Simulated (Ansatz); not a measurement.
NbC:
```
CELL_PARAMETERS angstrom
      3.07740     0.00000     0.00000
     -1.53870     2.66511     0.00000
      0.00000     0.00000     5.27444
ATOMIC_POSITIONS crystal
  Nb 0.66667 0.33333 0.75000
  Nb 0.33333 0.66667 0.25000
  C  0.00000 0.00000 0.00000
  C  0.00000 0.00000 0.50000
```

Relaxed with LDA. Special points in fractions of this cell's reciprocal vectors: Γ (0.000, 0.000, 0.000); M (0.500, 0.000, 0.000); K (0.333, 0.333, 0.000); A (0.000, 0.000, 0.500); L (0.500, 0.000, 0.500); H (0.333, 0.333, 0.500).

### Question
List the band energies nearest the Fermi level at these points for plane-wave PAW LDA (Ansatz code).

### Answer
In eV from the Fermi level; about four levels below and three above (degenerate sets whole), none deeper than 8.9 eV; points with the same levels are listed once.

```tsv
k	below	above
Γ	-1.92 -1.92 -1.50 -0.51 -0.51	0.41 0.41 1.24
M	-4.63 -4.58 -3.13 -1.06	0.04 2.36 2.72
K	-4.94 -4.94 -4.69 -4.69 -1.78	0.22 0.22 2.74 2.74
A	-3.44 -3.44 -3.44 -3.44	1.57 1.57 1.57 1.57
L	-4.65 -4.65 -3.21 -3.21	0.36 0.36 3.07 3.07
H	-3.90 -3.90 -3.01 -3.01	0.71 0.71 2.17 2.17
```

Space group P6_3/mmc (NiAs type). The workflow started from a Materials Project entry (that database holds measured and hypothetical structures alike); the Crystallography Open Database copy checked does not list it. It is not the phase usual at ambient conditions (space group No. 225). The cell was relaxed with LDA under the symmetry of its start; its stability against distortions is not shown here. No spin polarisation was allowed. Scalar-relativistic: spin–orbit coupling is off unless named, which matters more the heavier the elements.

Potentials: the later of the program's two PAW sets.
